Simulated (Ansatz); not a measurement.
A relaxed structure of InAs. Space group P6₃mc (No. 186), wurtzite type. These are r2SCAN (plane waves to 500 eV, PAW, scalar-relativistic; Ansatz, an electronic-structure program) values and carry that method's errors.

```cif
data_As2In2
_chemical_formula_sum 'In2 As2'
_space_group_name_H-M_alt 'P 1'
_space_group_IT_number 1
_cell_length_a 4.31003
_cell_length_b 4.31003
_cell_length_c 7.08408
_cell_angle_alpha 90.000
_cell_angle_beta 90.000
_cell_angle_gamma 120.000
loop_
_space_group_symop_operation_xyz
  'x, y, z'
loop_
_atom_site_label
_atom_site_type_symbol
_atom_site_fract_x
_atom_site_fract_y
_atom_site_fract_z
_atom_site_occupancy
In1 In 0.66667 0.33333 0.43009 1
In2 In 0.33333 0.66667 0.93009 1
As1 As 0.66667 0.33333 0.80444 1
As2 As 0.33333 0.66667 0.30444 1
```

```yaml
volume_per_atom: 28.49 Å³
band_gap: 0.13 eV, direct at Γ (no spin-orbit coupling)
shortest_distances: As–In 2.64 Å
k-mesh: 9×9×5
```

Band energies at high-symmetry points (eV from the VBM; labels of this space group; no spin-orbit coupling), from −5 eV up to 4.1 eV:

```csv
point,energies
Γ,-1.03 -1.03 -0.13 0.00 0.00 0.13 1.03 4.10 4.10
M,-3.44 -2.32 -1.92 -1.02 1.91 2.40 3.88
K,-3.80 -2.52 -2.52 -2.30 2.80
A,-3.72 -3.72 -0.57 -0.57 -0.57 -0.57 1.58 1.58
L,-1.85 -1.85 -1.76 -1.76 1.69 1.69 3.48 3.48
H,-3.18 -3.18 -1.48 -1.48 2.46 2.46
```

No spin polarisation in the result.

It was reached from a disturbed copy of a Pm-3m (No. 221) cell (CsCl type), against which it lies -0.60 eV/atom.

The first start was generated by placing the elements on the sites of a structure type. Materials Project lists a structure of InAs in the same space group, P6₃mc (No. 186); the sites were not compared with it, nor with measured phases. Known forms of InAs include space group No. 216.
